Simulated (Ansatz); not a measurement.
### Question
Each is relaxed and computed with LDA (plane waves, PAW; program Ansatz). Which is the only metal?
(A) BP, zinc blende
(B) Ga2O3, R-3m (Ga on 6c, O on 3a, O on 6c)
(C) InP, zinc blende
(D) Ti2P, R-3m (Ti on 6c, P on 3a)

### Answer
D, Ti2P, R-3m (Ti on 6c, P on 3a). Ti2P: metal; BP: gap 1.14 eV (indirect); InP: gap 0.58 eV (direct); Ga2O3: gap 2.65 eV (direct). Constructed cells (a structure type filled with these elements, in neither database checked): Ga2O3, R-3m (Ga on 6c, O on 3a, O on 6c). Typed or built starts, not in the databases checked: Ti2P, R-3m (Ti on 6c, P on 3a). Not the usual ambient phase: Ga2O3, R-3m (Ga on 6c, O on 3a, O on 6c). Weakly bound layers, chains or molecules computed without a dispersion correction, so cells and soft constants are ill determined: Ga2O3, R-3m (Ga on 6c, O on 3a, O on 6c). Unstable at this level: Ga2O3, R-3m (Ga on 6c, O on 3a, O on 6c). All cells were relaxed under the symmetry of their starts (and spin orders); stability against distortions was not tested throughout. Named crystals with no word on spin ran without spin polarisation. Spin–orbit coupling is left out wherever it is not named.

Potentials: the earlier of the program's two PAW sets. The files were generated under PBE; for other functionals the program regenerates the frozen cores, and for LDA and PBEsol the local potential too.
